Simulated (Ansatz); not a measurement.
The relaxed structure here is a generated cell of Si: the first start was made by placing the elements on the sites of a structure type, and the end was not matched to a known phase here, so it may be hypothetical. Known forms of Si include space group No. 227.

A relaxed structure of Si. The numbers are results of r2SCAN (plane waves to 500 eV, PAW, scalar-relativistic; Ansatz, a first-principles code), not measurements.

```xyz
12
Lattice="5.6711 0.0000 0.0000 0.0000 5.6711 0.0000 0.0000 0.0000 6.8499" Properties=species:S:1:pos:R:3 pbc="T T T"
Si     0.4480     0.4480     0.0000
Si     3.2836     2.3876     1.7125
Si     2.3876     3.2836     5.1374
Si     5.2231     5.2231     3.4250
Si     0.9341     2.1171     1.6181
Si     3.7697     0.7184     0.0944
Si     1.9015     4.9527     3.5194
Si     4.7370     3.5540     5.0430
Si     3.5540     4.7370     1.8069
Si     0.7184     3.7697     6.7555
Si     4.9527     1.9015     3.3305
Si     2.1171     0.9341     5.2318
```

Problem. Determine the symmetry and give the standard cell with its independent sites.

Solution. Space group P4₃2₁2 (No. 96); a = b = 5.671 Å, c = 6.850 Å, α = β = γ = 90.00°

```
atom  site  symmetry       x       y       z
----  ----  --------  ------  ------  ------
Si      4a       ..2  0.0790  0.0790  0.0000
Si      8b         1  0.1647  0.3733  0.2362
```

This is the AFLOW prototype A_tP12_96_ab (as in Si).

Problem. Give the shortest distances between elements (the closest pairs, up to four, under 3.6 Å).

Solution. Si–Si 2.37 Å.

```json
{
  "volume_per_atom": "18.36 Å³",
  "band_gap": "1.48 eV, indirect (valence top at k = (0.2, 0.4, 0), conduction bottom at Z) (no spin-orbit coupling)",
  "smallest_direct_gap": "1.64 eV at Γ"
}
```

No spin polarisation in the result.

The run could not lose the symmetry of its start, so the end can be a saddle point.
